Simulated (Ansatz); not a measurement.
CsCdCl3 (cubic perovskite)

```yaml
crystal:
  lattice:
    - [5.11311, 0.00000, 0.00000]
    - [0.00000, 5.11311, 0.00000]
    - [0.00000, 0.00000, 5.11311]
  atoms:
    - { symbol: Cs, position: [0.00000, 0.00000, 0.00000] }
    - { symbol: Cd, position: [0.50000, 0.50000, 0.50000] }
    - { symbol: Cl, position: [0.00000, 0.50000, 0.50000] }
    - { symbol: Cl, position: [0.50000, 0.00000, 0.50000] }
    - { symbol: Cl, position: [0.50000, 0.50000, 0.00000] }
```

Calculation: LDA (plane waves to 420 eV, PAW, scalar-relativistic; Ansatz, a program for electronic structure). Harmonic phonons by density-functional perturbation theory on a 6×6×6 k mesh, in cm⁻¹; i marks imaginary ones, q is in fractions of the reciprocal vectors of the cell shown, and the three acoustic modes at Γ are left out. The non-analytic (LO-TO) term is not included, so polar modes at Γ have their transverse values. The program warned that its band solver left a few bands short of their tolerance. CsCdCl3 was relaxed with its symmetry unable to fall.

Question: Does any mode at Γ, X = (0.5, 0.0, 0.0), M = (0.5, 0.5, 0.0), R = (0.5, 0.5, 0.5) come out imaginary?

Answer: No imaginary mode at these points (lowest 21 cm⁻¹ at R = (0.5, 0.5, 0.5)); other wave vectors were not tested.

Question: Predict the phonon wavenumbers at Γ, X = (0.5, 0.0, 0.0), M = (0.5, 0.5, 0.0), R = (0.5, 0.5, 0.5).

Answer: 
```json
[
 {"q": "Γ", "wavenumbers (cm⁻¹)": "50 (×3), 76 (×3), 79 (×3), 259 (×3)"},
 {"q": "X = (0.5, 0.0, 0.0)", "wavenumbers (cm⁻¹)": "42 (×2), 46 (×2), 61, 79 (×2), 84, 86 (×2), 109, 141, 259 (×2), 263"},
 {"q": "M = (0.5, 0.5, 0.0)", "wavenumbers (cm⁻¹)": "28, 46, 52 (×2), 56, 87 (×2), 90 (×2), 124, 139 (×2), 156, 260, 290"},
 {"q": "R = (0.5, 0.5, 0.5)", "wavenumbers (cm⁻¹)": "21 (×3), 49 (×3), 116 (×3), 140 (×3), 156 (×2), 309"}
]
```
